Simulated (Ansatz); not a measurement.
GaAs:
```
CELL_PARAMETERS angstrom
      0.00000     2.82943     2.82943
      2.82943     0.00000     2.82943
      2.82943     2.82943     0.00000
ATOMIC_POSITIONS crystal
  Ga 0.00000 0.00000 0.00000
  As 0.75000 0.75000 0.75000
```

Relaxed with PBEsol. Special points in fractions of this cell's reciprocal vectors: Γ (0.000, 0.000, 0.000); X (0.500, 0.000, 0.500); U (0.625, 0.250, 0.625); K (0.375, 0.375, 0.750); L (0.500, 0.500, 0.500); W (0.500, 0.250, 0.750).

**Question.** List the band energies nearest the valence-band maximum at these points for DFT-PBEsol in the program Ansatz with PAW potentials.

**Answer.** In eV from the valence-band maximum; about four levels below and three above (degenerate sets whole), none deeper than 8.9 eV; points with the same levels are listed once.

```tsv
k	below	above
Γ	0.00 0.00 0.00	0.42 3.70 3.70 3.70
X	-6.82 -2.68 -2.68	1.36 1.58 10.11 10.11
U	-6.64 -3.88 -2.26	1.88 4.57 7.87
L	-6.66 -1.14 -1.14	0.92 4.59 4.59
W	-6.64 -3.55 -3.36	4.58 4.63 5.34
```

Space group F-43m (zinc blende). The PBEsol relaxation kept the symmetry of its start. Spin–orbit coupling is left out wherever it is not named.

Potentials: the later of the program's two PAW sets.
